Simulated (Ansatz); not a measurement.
ScBi (rock salt, Fm-3m), a = b = c = 5.940 Å, α = β = γ = 90.00°; the cell used has 2 atoms.

This is the PBEsol-relaxed structure.

All from PBEsol in the plane-wave PAW code Ansatz, unless another level is named. Give the formation energy from the elements (no fitted shifts).

-0.74 eV/atom.

Predict the density of states at the Fermi level.

0.19 states/eV per atom (mean over ±0.08 eV).

Give the gap with spin–orbit coupling.

none (metallic).

The workflow started from a Materials Project entry (that database holds measured and hypothetical structures alike); the Crystallography Open Database copy checked does not list it. With Sc and Bi taken as one species the cell has the higher symmetry Pm-3m, so it may be an ordered model of a mixed-site phase. Its standing as an ambient phase is unchecked. The cell was relaxed with PBEsol under the symmetry of its start; of distortions, only those at the zone centre were tested. No spin polarisation was allowed. The references are the lowest solids computed at this level, not always the standard phases. Scalar-relativistic: spin–orbit coupling is off unless named, which matters more the heavier the elements.

Potentials: the later of the program's two PAW sets.
